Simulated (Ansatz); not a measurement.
Computed with DFT PBE, scalar-relativistic, plane waves, PAW (Ansatz). All cells share a 420 eV cutoff and Γ-centred k meshes spaced at most about 0.3 Å⁻¹ (about 0.25 or finer for metals, 2π included). No spin polarisation in the final relaxations.

These are static total energies at zero pressure.

Two forms of ScGa2AsP2 were relaxed alike.

A.

```
Sc Ga P As
1.0
     4.95073    0.00000    0.00000
     0.00000    4.95073    0.00000
     0.00000    0.00000    5.15007
Sc Ga P As
1 2 2 1
Direct
  0.00000 0.00000 0.50000
  0.00000 0.50000 0.00000
  0.50000 0.00000 0.00000
  0.50000 0.50000 0.28601
  0.50000 0.50000 0.71399
  0.00000 0.00000 0.00000
```

B.

```
Sc Ga P As
1.0
     4.59358    0.00000    0.00000
    -2.29679    3.97815    0.00000
     0.00000    0.00000   10.36579
Sc Ga P As
1 2 2 1
Direct
  0.00000 0.00000 0.50000
  0.00000 0.00000 0.22870
  0.00000 0.00000 0.77130
  0.33333 0.66667 0.50000
  0.66667 0.33333 0.50000
  0.00000 0.00000 0.00000
```

Question: Which form is favoured at zero pressure, and by what margin per atom?

Answer: A is lower, by 0.32 eV/atom. A has space group P4/mmm (No. 123), 21.0 Å³/atom and no gap on its mesh; B has space group P6/mmm (No. 191), 31.6 Å³/atom and no gap. The shortest distance is 2.20 Å (P–P) in A and 2.37 Å (Ga–As) in B. A holds P–P pairs (shortest 2.20 Å); in B the shortest P–P distance is 2.65 Å, near bonding range too. The denser one is the lower, and pressure would at first widen the difference. Even the lower one lies +0.06 eV/atom against the reference forms of the elements (uncorrected), so neither is stable at this level. In A, Sc has 2 As at 2.58 Å; Ga has 2 As at 2.48 Å and 4 P at 2.88 Å; around P lie 1 P at 2.20 Å and 4 Ga at 2.88 Å; As has 4 Ga at 2.48 Å and 2 Sc at 2.58 Å. In B, Sc is surrounded by 6 P at 2.65 Å and 2 Ga at 2.81 Å; around Ga lie 1 As at 2.37 Å and 1 Sc at 2.81 Å; around P lie 3 P at 2.65 Å and 3 Sc at 2.65 Å; As is surrounded by 2 Ga at 2.37 Å. Both come from invented guesses. A third cell relaxed alike, in P-4m2, lies 0.38 eV/atom below the lower of the two.

Cells relaxed within their symmetry can be saddle points.
